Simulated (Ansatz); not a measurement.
## Elastic constants of HfOs (Pm-3m), step by step

```xyz
2
Lattice="3.2241 0.0000 0.0000 0.0000 3.2241 0.0000 0.0000 0.0000 3.2241" Properties=species:S:1:pos:R:3 pbc="T T T"
Hf    0.0000    0.0000    0.0000
Os    1.6120    1.6120    1.6120
```

Unless marked otherwise, the numbers come from PBEsol, PAW on Ansatz 0.2.0's default frozen-core files (fitted under PBE), scalar-relativistic. k mesh 14×14×14, Fermi-Dirac smearing of 0.080 eV, cutoff 420 eV. The cell was relaxed by PAW under this functional.

The cell is cubic and carries a residual pressure of 0.01 GPa at this level. Each strain component that symmetry leaves independent is applied at ±0.003, the ions relax wherever a strain frees them, and the stress (tension positive, GPa) is read. Shears are engineering strains, γ = 2ε.

| strain | size | σxx | σyy | σzz | σyz | σxz | σxy |
| --- | --- | --- | --- | --- | --- | --- | --- |
| xx | -0.003 | -1.3398 | -0.4326 | -0.4326 | 0.0000 | 0.0000 | 0.0000 |
| xx | +0.003 | 1.2986 | 0.4082 | 0.4082 | 0.0000 | 0.0000 | 0.0000 |
| yz | -0.003 | -0.0110 | -0.0103 | -0.0103 | -0.3459 | 0.0000 | 0.0000 |
| yz | +0.003 | -0.0110 | -0.0103 | -0.0103 | 0.3459 | 0.0000 | 0.0000 |

A central difference gives one constant, for example C11 ≈ (1.2986 − (-1.3398))/(0.006) = 439.7 GPa; the program then imposes the crystal's symmetry on the whole matrix.

**Question.** What are the independent elastic constants?

**Answer.** C11 = 439.7, C12 = 140.1, C44 = 115.3 GPa.

**Question.** Do they meet the Born conditions?

**Answer.** C11 − C12 = 299.6, C11 + 2C12 = 720.0 and C44 = 115.3 GPa must all be positive, so the crystal is elastically stable; that says nothing yet of its phonons.

**Question.** What moduli does a random aggregate of grains have?

**Answer.** B = (C11 + 2C12)/3 = 240.0 GPa. G_V = (C11 − C12 + 3C44)/5 = 129.1 and G_R = 5(C11 − C12)C44/(4C44 + 3(C11 − C12)) = 127.0, so G_H = 128.0 GPa. Then E = 9BG/(3B + G) = 326.1 GPa, ν = (3B − 2G)/(6B + 2G) = 0.274 and B/G = 1.87, on the ductile side of Pugh's 1.75 (a rule of thumb).

**Question.** With the density of 18.270 g/cm³, how fast does sound travel, and what Debye temperature follows?

**Answer.** 

```json
{"direction": "[100]", "slow (m/s)": "2512", "middle (m/s)": "2512", "fast (m/s)": "4906"}
{"direction": "[110]", "slow (m/s)": "2512", "middle (m/s)": "2863", "fast (m/s)": "4710"}
{"direction": "[111]", "slow (m/s)": "2751", "middle (m/s)": "2751", "fast (m/s)": "4642"}
```

The mean of v⁻³ over directions and branches gives v_m = 2943 m/s and θ_D = (ħ/k_B) v_m (6π²n)^(1/3) = 342 K, n being atoms per volume. Young's modulus spans 298 to 372 GPa over directions, and the universal anisotropy index is 0.08.

**Question.** What happens at 2 GPa (cell relaxed there)?

**Answer.** The volume falls to 0.9919 of its value, and C11 = 450.9, C12 = 147.0, C44 = 118.6 GPa (slopes of the stress), in this structure whether or not another phase takes over.

Caveats: frozen-core PAW files fitted under PBE, their cores solved anew for the functional of the run; responses of metals move with mesh and smearing; no spin-orbit coupling on heavy atoms.
